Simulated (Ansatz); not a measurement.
The relaxed structure here is a generated cell of Ca2RuO4: the first start was made by placing the elements on the sites of a structure type, and the end was not matched to a known phase here, so it may be hypothetical.

A structure of Ca2RuO4 relaxed with PBEsol (plane waves to 420 eV, PAW, scalar-relativistic; Ansatz, an electronic-structure program); single points at other levels follow on the same geometry (Ansatz, PAW; HSE06 at 420 eV on a 6×6×6 k-mesh; no spin-orbit coupling). Space group I-4 (No. 82).

```yaml
crystal:
  lattice:
    - [-2.31269, 2.31269, 5.75429]
    - [2.31269, -2.31269, 5.75429]
    - [2.31269, 2.31269, -5.75429]
  atoms:
    - { symbol: Ca, position: [0.50000, 0.50000, 0.00000] }
    - { symbol: Ca, position: [0.25000, 0.75000, 0.50000] }
    - { symbol: Ru, position: [0.00000, 0.00000, 0.00000] }
    - { symbol: O, position: [0.30033, 0.87522, 0.95860] }
    - { symbol: O, position: [0.91662, 0.34173, 0.04140] }
    - { symbol: O, position: [0.12478, 0.08338, 0.42511] }
    - { symbol: O, position: [0.65827, 0.69967, 0.57489] }
```

```json
[
 {"level": "PBEsol", "gap (eV)": "0.22", "kind": "indirect", "conduction minimum": "k = (0.2857, -0.5, -0.3571)"},
 {"level": "HSE06", "gap (eV)": "1.99", "kind": "–", "conduction minimum": "k = (0.3333, 0.3333, -0.3333)"}
]
```

HSE06 gaps come from a coarse mesh plus a few chosen points, so they may be too large. No spin polarisation in the result. The d or f electrons are treated with no Hubbard U.

The run could not lose the symmetry of its start, so the end can be a saddle point.
